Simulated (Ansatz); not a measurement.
# Strain response of CsPbCl₃

Computed with DFT r2SCAN, scalar-relativistic, plane waves, PAW (Ansatz 0.2.0). Settings: 500 eV cutoff, 6×6×6 k-mesh, Gaussian smearing of 0.02 eV, no spin polarisation.

Reference structure (relaxed):

```xyz
5
Lattice="5.6758 0.0000 0.0000 0.0000 5.6758 0.0000 0.0000 0.0000 5.6758" Properties=species:S:1:pos:R:3 pbc="T T T"
Cs    0.0000    0.0000    0.0000
Pb    2.8379    2.8379    2.8379
Cl    0.0000    2.8379    2.8379
Cl    2.8379    0.0000    2.8379
Cl    2.8379    2.8379    0.0000
```

Deformation: c alone is stretched, the rest of the cell is held and the atoms relax, all within the symmetry that the strain leaves. Energies are extrapolated to zero smearing. Gaps are generalised Kohn–Sham gaps over the whole zone.

Spin-orbit coupling is left out, which matters for the bands and energies of heavy elements.

```
strain (%)  ΔE (meV/atom) a (Å) b (Å) c (Å) gap (eV)
      -6.0           29.6  5.676  5.676  5.335      1.93
      -4.0           12.0  5.676  5.676  5.449      2.14
      -2.0            2.7  5.676  5.676  5.562      2.31
      +0.0            0.0  5.676  5.676  5.676      2.46
      +2.0            2.6  5.676  5.676  5.789      2.45
      +4.0            9.2  5.676  5.676  5.903      2.43
      +6.0           19.1  5.676  5.676  6.016      2.41
```

Question: What stiffness (1/V) d²E/dε² at zero strain does a cubic fit over all points give?

Answer: A cubic fit gives (1/V) d²E/dε² = 59 GPa at zero strain (the elastic constant along c at held a and b).

Question: How fast does the gap move with strain on either side?

Answer: 74 meV per percent on the compressed side and -8 meV per percent on the stretched side; it is direct at -2.0 %, direct at zero and direct at +2.0 %.

Symmetry holds off the tilts and polar distortions that many cubic perovskites undergo.

Cost: 7 runs of about 3.5 core-minutes in all, on Arm Neoverse V1 (shared hosts).